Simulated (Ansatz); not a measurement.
LaLuO3:
```cif
data_LaLuO3
_chemical_formula_sum 'La1 Lu1 O3'
_space_group_name_H-M_alt 'Pm-3m'
_space_group_IT_number 221
_space_group_name_Hall '-P 4 2 3'
_cell_length_a 4.15307
_cell_length_b 4.15307
_cell_length_c 4.15307
_cell_angle_alpha 90.000
_cell_angle_beta 90.000
_cell_angle_gamma 90.000
loop_
_atom_site_label
_atom_site_type_symbol
_atom_site_symmetry_multiplicity
_atom_site_Wyckoff_symbol
_atom_site_fract_x
_atom_site_fract_y
_atom_site_fract_z
_atom_site_occupancy
La1 La 1 a 0.00000 0.00000 0.00000 1
Lu1 Lu 1 b 0.50000 0.50000 0.50000 1
O1 O 3 c 0.00000 0.50000 0.50000 1
```

Relaxed with LDA.

Give the optical modes at the zone centre with their infrared and Raman activity from DFPT, LDA (plane waves, PAW; program Ansatz).

Transverse frequencies, without the LO–TO term; a row sums one degenerate level.

| ω (cm⁻¹) | degeneracy | IR ((D/Å)²/amu) | Raman (Å⁴/amu) | activity | symmetry |
|---|---|---|---|---|---|
| 236i | 3 | 0.00 | 0 | silent | T2u |
| 223i | 3 | 76.10 | 0 | IR | T1u |
| 141 | 3 | 2.99 | 0 | IR | T1u |
| 669 | 3 | 41.95 | 0 | IR | T1u |

How high does the top mode go among those that the LO–TO term moves?

734 cm⁻¹ for q along x.

The cell is a constructed one: a structure type filled with these elements; neither database checked (COD, Materials Project) lists it. Its standing as an ambient phase is unchecked. The LDA relaxation kept the symmetry of its start. At this level the phase is dynamically unstable (imaginary phonons). Scalar-relativistic: spin–orbit coupling is off unless named, which matters more the heavier the elements.

Potentials: the earlier of the program's two PAW sets. The files were generated under PBE; for other functionals the program regenerates the frozen cores, and for LDA and PBEsol the local potential too.
